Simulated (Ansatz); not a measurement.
## Al2GaP3, before and after

Recipe of this trial structure of Al2GaP3: random cell by space group and Wyckoff sites (P-3m1, No. 164). Lengths were set from tabulated atomic sizes, so they are only a guess.

start.cif

```cif
data_structure
_symmetry_space_group_name_H-M 'P-3m1'
_symmetry_Int_Tables_number 164
_cell_length_a 4.2949
_cell_length_b 4.2949
_cell_length_c 7.4831
_cell_angle_alpha 90.000
_cell_angle_beta 90.000
_cell_angle_gamma 120.000
_cell_volume 119.54
loop_
_atom_site_label
_atom_site_type_symbol
_atom_site_symmetry_multiplicity
_atom_site_Wyckoff_symbol
_atom_site_fract_x
_atom_site_fract_y
_atom_site_fract_z
_atom_site_occupancy
Al1 Al 2 d 0.33333 0.66667 0.64147 1
Ga1 Ga 1 a 0.00000 0.00000 0.00000 1
P1 P 3 f 0.50000 0.00000 0.50000 1
```

Theory: Ansatz, DFT PBE, scalar-relativistic, plane waves, PAW. Cutoff 420 eV, Gaussian smearing, Γ-centred meshes. Cell and atoms relax first on a coarse mesh and then on a finer one. In between, the cell is made exact in the group found at 0.06 Å. In metals the finer mesh still leaves noise of several meV/atom or more. The steps can't lower the symmetry of their start. No spin polarisation.

end.cif

```cif
data_structure
_symmetry_space_group_name_H-M 'P6/mmm'
_symmetry_Int_Tables_number 191
_cell_length_a 4.9445
_cell_length_b 4.9445
_cell_length_c 4.7761
_cell_angle_alpha 90.000
_cell_angle_beta 90.000
_cell_angle_gamma 120.000
_cell_volume 101.12
loop_
_atom_site_label
_atom_site_type_symbol
_atom_site_symmetry_multiplicity
_atom_site_Wyckoff_symbol
_atom_site_fract_x
_atom_site_fract_y
_atom_site_fract_z
_atom_site_occupancy
Al1 Al 2 c 0.33333 0.66667 0.00000 1
Ga1 Ga 1 a 0.00000 0.00000 0.00000 1
P1 P 3 g 0.50000 0.00000 0.50000 1
```

The symmetry goes from P-3m1 (No. 164) to P6/mmm (No. 191). The volume per atom shrinks by 15.4 %, from 19.9 to 16.9 Å³. The shortest distance goes from 1.63 Å (Al–P) to 2.47 Å (P–P). The energy falls by about 6.5 eV/atom (the start's value is from the coarse mesh). The end is written in a standard setting, so origin, axes and order of atoms can differ from the start's.

- Volume per atom: 16.85 Å³
- Density: 3.56 g/cm³
- Formation energy: +0.23 eV/atom
- Gap on the 12×12×8 mesh of the 6-atom cell: 0 eV (a metal)

Formation energies are uncorrected and refer to the elements' standard structures at the same level. The references include black phosphorus. A positive value: parting into the elements would lower its energy.

The last run used Gaussian smearing of 0.10 eV. The reference form of P is held partly by dispersion forces, which this level lacks. Symmetry constrained the relaxation, so the result can be a saddle point. In all, the 4 runs took 12 min on 1 thread of Intel(R) Xeon(R) Processor @ 2.50GHz (Skylake/Cascade Lake) (shared host). Another cell of Al2GaP3 relaxed alike, in P4mm, lies 0.38 eV/atom lower, so this cell isn't the stable form at this level.
